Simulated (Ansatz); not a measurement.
**MnSn3: which magnetic state is lowest?**

Method: Ansatz 0.2.0, DFT r2SCAN, scalar-relativistic, plane waves, PAW.

```yaml
crystal:
  lattice:
    - [0.00000, 3.59620, 3.59620]
    - [3.59620, 0.00000, 3.59620]
    - [3.59620, 3.59620, 0.00000]
  atoms:
    - { symbol: Sn, position: [0.25000, 0.25000, 0.25000] }
    - { symbol: Sn, position: [0.75000, 0.75000, 0.75000] }
    - { symbol: Sn, position: [0.50000, 0.50000, 0.50000] }
    - { symbol: Mn, position: [0.00000, 0.00000, 0.00000] }
```

```json
{
  "plane-wave cutoff": "500 eV",
  "Γ-centred k-mesh": "10×10×10",
  "occupation rule": "Gaussian smearing, 0.1 eV",
  "list of starting moments (μB, in atom order)": "0 0 0 4",
  "check for lower electronic states after the SCF": "off"
}
```

All runs keep this geometry, which isn't relaxed for the lowest state (largest force there 0.000 eV/Å, pressure 3.4 GPa) and needn't be a stable compound; relaxing each order would shift the differences by some 12 meV/atom, going by the pressures and a bulk modulus of about 150 GPa. r2SCAN tends to overstate moments in metals. Site moments are spin moments in atom-centred spheres that scale with the neighbour distance. The states are those that the runs reached from these starts; a lower one can exist. No antiferromagnetic start is among these.

Question: Order the starts by the energy of the state that they reach, lowest first.
A. no spin
B. ferromagnetic

Answer: B (0.00 meV/atom), A (684 meV/atom).

```json
{"start": "no spin", "ends": "non-magnetic", "energy above lowest (meV/atom)": "684", "site moments (μB)": "none over 0.05", "gap on mesh (eV)": "metal", "P (GPa)": "-6.0"}
{"start": "ferromagnetic", "ends": "ferromagnetic", "energy above lowest (meV/atom)": "0.00", "site moments (μB)": "Sn -0.09 (×2), Mn +4.36", "gap on mesh (eV)": "metal", "P (GPa)": "3.4"}
```

Cost: 2 runs of about 1.9 core-minutes in all, on Intel Xeon Platinum 8375C (Ice Lake) (shared hosts).